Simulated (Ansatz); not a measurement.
Zincblende alloy of InAs and InSb (20 of 32 As sites exchanged), 64 atoms

Ansatz, PAW, plane waves. PBEsol relaxation of volume and atoms (shape held) at the single k point (¼, ¼, ¼) without its symmetry partners; single points on the relaxed atoms at the single k point (¼, ¼, ¼) without its symmetry partners, onto which points of the small cell's zone fold. Arrangement: quasirandom. No spin–orbit coupling unless named.

Relaxed structure:

```
In As Sb
1.0
    12.70985    0.00000    0.00000
     0.00000   12.70985    0.00000
     0.00000    0.00000   12.70985
In As Sb
32 12 20
Direct
  0.99986 0.01209 0.00177
  0.98933 0.00903 0.49294
  0.99621 0.48630 0.00158
  0.00580 0.49249 0.49426
  0.51340 0.00180 0.00113
  0.50605 0.99441 0.49395
  0.49340 0.50518 0.99550
  0.51320 0.49836 0.49885
  0.23822 0.25009 0.00174
  0.24535 0.25621 0.49386
  0.25857 0.74374 0.99480
  0.25078 0.75007 0.50027
  0.75544 0.24511 0.00692
  0.75171 0.24976 0.48821
  0.74539 0.75623 0.99515
  0.73915 0.75009 0.50071
  0.24347 0.00912 0.23936
  0.25176 0.00041 0.74746
  0.24572 0.49235 0.25642
  0.24985 0.49803 0.76291
  0.74586 0.00594 0.25578
  0.75156 0.00225 0.76285
  0.75192 0.48675 0.24593
  0.74415 0.50570 0.74075
  0.99805 0.24935 0.24921
  0.99692 0.25079 0.76247
  0.99764 0.74902 0.24703
  0.99904 0.74990 0.74983
  0.51263 0.25008 0.24679
  0.49998 0.24879 0.74924
  0.50716 0.75676 0.25583
  0.50642 0.74466 0.75541
  0.11871 0.13122 0.12448
  0.63106 0.12493 0.12643
  0.62248 0.62687 0.62370
  0.87612 0.36729 0.12620
  0.37726 0.62447 0.87204
  0.87239 0.12918 0.36838
  0.87458 0.12738 0.88097
  0.12118 0.37020 0.37080
  0.12224 0.37298 0.87876
  0.62912 0.37284 0.37165
  0.62872 0.87691 0.37478
  0.62528 0.87592 0.87464
  0.12059 0.12887 0.62486
  0.12530 0.61933 0.12224
  0.12643 0.62069 0.62679
  0.62921 0.12371 0.62297
  0.62585 0.62429 0.12515
  0.37426 0.37234 0.12464
  0.37537 0.37830 0.62445
  0.37861 0.87752 0.12368
  0.38106 0.87201 0.62607
  0.87458 0.37260 0.62353
  0.87174 0.88149 0.12468
  0.87037 0.87738 0.62496
  0.37728 0.12662 0.37079
  0.37469 0.12513 0.87962
  0.37907 0.62288 0.37538
  0.87105 0.62121 0.37471
  0.87270 0.62178 0.87561
  0.12291 0.87958 0.37260
  0.12552 0.87688 0.87767
  0.62746 0.37525 0.87664
```

Q: What are the mean bond lengths by pair (pairs within 1.2 times the sum of covalent radii, less contacts 15 % beyond the pair's median; cation–cation pairs of compounds aside; long ionic contacts are cut short by that bound)?

A: As–In 2.666 ± 0.017 Å (standard deviation, 48 bonds); In–Sb 2.806 ± 0.013 Å (standard deviation, 80 bonds).

Q: What gap lies between the top filled and the lowest empty level in the single points?

A: r²SCAN 1.15 eV (6.9 s on NVIDIA GB200). Away from Γ this isn't the crystal's band gap.
